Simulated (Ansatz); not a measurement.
Data:

HfN (rock salt)

```yaml
crystal:
  lattice:
    - [0.00000, 2.27394, 2.27394]
    - [2.27394, 0.00000, 2.27394]
    - [2.27394, 2.27394, 0.00000]
  atoms:
    - { symbol: N, position: [0.00000, 0.00000, 0.00000] }
    - { symbol: Hf, position: [0.50000, 0.50000, 0.50000] }
```

In each cell atom 2 (Hf, nearest neighbour N at 2.274 Å; its periodic images, 3.2 Å or more away, move with it) moves by s·(-1.000, 0.000, 0.000) (towards the nearest neighbour), the rest being held.

Level of theory: PBE (plane waves to 420 eV, PAW, scalar-relativistic; Ansatz, a first-principles code). k mesh 14×14×14 (Γ-centred), Fermi-Dirac smearing 0.05 eV. The energy includes the smearing's −TS. With partly filled bands, energies and forces of such displacements shift with the k mesh and the smearing. HfN is run without spin polarisation. HfN was relaxed with its symmetry unable to fall. Spin-orbit coupling is left out, though Hf is heavy. The zero of ΔE is the undisplaced structure.

The scan covers s from -0.230 to 0.230 Å in 11 points.

Is the energy the same for equal positive and negative displacements?

Even: the same for both signs. With its periodic images moving along, the atom's site symmetry in this cell is m-3m.

What is the force constant k = d²E/ds² of this move at s = 0?

11.1 eV/Å².

With two atoms in the cell this is the zone-centre optical mode. What wavenumber follows?

482 cm⁻¹.

(A displaced cell: forces are minus the slopes of the energy, force constants its curvatures, and phonons follow from these.)
